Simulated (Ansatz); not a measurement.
SiMo3 — field gradients at the nuclei

The cell is a structure deposited in the COD, whose atoms a relaxation with PBE at fixed cell left in place.

Space group Pm-3n (No. 223); a = 4.8930 Å.

| site | Wyckoff | site symmetry | x | y | z |
| --- | --- | --- | --- | --- | --- |
| Si | 2a | m-3. | 0.0000 | 0.0000 | 0.0000 |
| Mo | 6c | -4m.2 | 0.2500 | 0.0000 | 0.5000 |

One atom of each set is listed.

Method: Kohn–Sham DFT in Ansatz, PBE, plane waves and PAW, scalar-relativistic, 420 eV cutoff, Γ-centred 10×10×10 k-points, Fermi–Dirac smearing 0.05 eV.

C_Q = eQV_zz/h, which is 24.18 MHz for Q = 1 b and V_zz = 10²¹ V/m²; η = (V_xx − V_yy)/V_zz.

97Mo: I = 5/2, Q = 255.0 mb. Q values from Pyykkö, Mol. Phys. 116, 1328 (2018).

Problem. What field gradients does the calculation give at each kind of site?

Solution. 

| site | atoms | first shell | V_xx, V_yy, V_zz (10²¹ V/m²) | η | C_Q (MHz) |
| --- | --- | --- | --- | --- | --- |
| Si | 2 | 12 Mo at 2.74 Å | 0.00, 0.00, 0.00 | – | – |
| Mo | 6 | 10 Mo at 2.45–3.00 Å, 4 Si at 2.74 Å | -1.95, -1.95, 3.91 | 0.00 | 24.1 |

An axis of threefold or higher order runs through Mo, so V_zz lies along it and η is zero. Si sits on a cubic site, where every gradient vanishes.

Si has no stable isotope with a ground-state quadrupole moment in the table, so no C_Q is given.

With no gap above 0.1 eV, as in a metal, the gradients converge slowly in k; expect changes of a tenth or more on a denser mesh. Without spin–orbit coupling (the program notes it for Mo) the gradients can shift somewhat, as the gap is small.
